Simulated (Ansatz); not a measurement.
Bi2Te3:
```cif
data_Bi2Te3
_chemical_formula_sum 'Bi2 Te3'
_space_group_name_H-M_alt 'P 1'
_space_group_IT_number 1
_cell_length_a 10.83485
_cell_length_b 10.83485
_cell_length_c 10.83485
_cell_angle_alpha 23.434
_cell_angle_beta 23.434
_cell_angle_gamma 23.434
loop_
_space_group_symop_operation_xyz
  'x, y, z'
loop_
_atom_site_label
_atom_site_type_symbol
_atom_site_fract_x
_atom_site_fract_y
_atom_site_fract_z
_atom_site_occupancy
Bi1 Bi 0.39800 0.39800 0.39800 1
Bi2 Bi 0.60200 0.60200 0.60200 1
Te1 Te 0.00000 0.00000 0.00000 1
Te2 Te 0.21456 0.21456 0.21456 1
Te3 Te 0.78544 0.78544 0.78544 1
```

Relaxed with r²SCAN+D4. Plane-wave PAW r²SCAN+D4 (Ansatz code) gives a gap of 0.74 eV.

### Question
What gap does HSE06 give on the same cell (Ansatz, PAW)?

### Answer
0.89 eV, 0.15 eV more. The hybrid was solved on a coarser mesh and at special points; its gap is the smallest among all of these.

| k | v1 r²SCAN+D4 | c1 r²SCAN+D4 | v1 HSE06 | c1 HSE06 |
|---|---|---|---|---|
| Γ | 0.00 | 0.74 | 0.00 | 0.89 |
| T | -0.26 | 0.98 | … | … |
| L | -0.56 | 1.04 | … | … |
| F | -1.02 | 1.45 | -1.08 | 1.67 |
| S0 | -0.64 | 1.62 | … | … |
| H0 | -0.68 | 1.67 | … | … |

### Question
Top valence (v1) and lowest conduction level (c1) in eV from each method's valence maximum (which need not be a listed point): supply the withheld HSE06 values.

### Answer

- S0, v1 HSE06: -0.67
- S0, c1 HSE06: 1.85
- L, v1 HSE06: -0.58
- L, c1 HSE06: 1.23
- H0, v1 HSE06: -0.71
- H0, c1 HSE06: 1.89
- T, v1 HSE06: -0.29
- T, c1 HSE06: 1.16

Cost on shared cores: the r²SCAN+D4 run (SCF on a 7×7×7 mesh, then bands and DOS) roughly 4 core-minutes, the HSE06 run (SCF on 4×4×4, then a few points) around 9 core-minutes (rough); the tasks are unlike.

Space group R-3m. The r²SCAN+D4 relaxation kept the symmetry of its start. Scalar-relativistic: spin–orbit coupling is off unless named, which matters more the heavier the elements.

Potentials: the later of the program's two PAW sets.
